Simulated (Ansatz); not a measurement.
Here is the system:

CdS:
```yaml
crystal:
  lattice:
    - [4.19660, 0.00000, 0.00000]
    - [-2.09830, 3.63437, 0.00000]
    - [0.00000, 0.00000, 6.82843]
  atoms:
    - { symbol: Cd, position: [0.66667, 0.33333, 0.00089] }
    - { symbol: Cd, position: [0.33333, 0.66667, 0.50089] }
    - { symbol: S, position: [0.66667, 0.33333, 0.62431] }
    - { symbol: S, position: [0.33333, 0.66667, 0.12431] }
```

This is the PBE-relaxed structure. Cartesian axes are those of the cell as given.

All from PBE (plane waves, PAW; program Ansatz), unless another level is named. Predict the piezoelectric stress constants (proper, relaxed ions, C/m²).

e15 = e24 = 0.13, e31 = e32 = 0.18, e33 = -0.31.

What about the bulk modulus (Birch–Murnaghan fit)?

53.2 GPa.

Next, the zero-point energy?

30.6 meV/atom.

Space group P6_3mc (wurtzite). The cell was relaxed with PBE under the symmetry of its start; phonons on a q-mesh show no instability.

Potentials: the later of the program's two PAW sets.
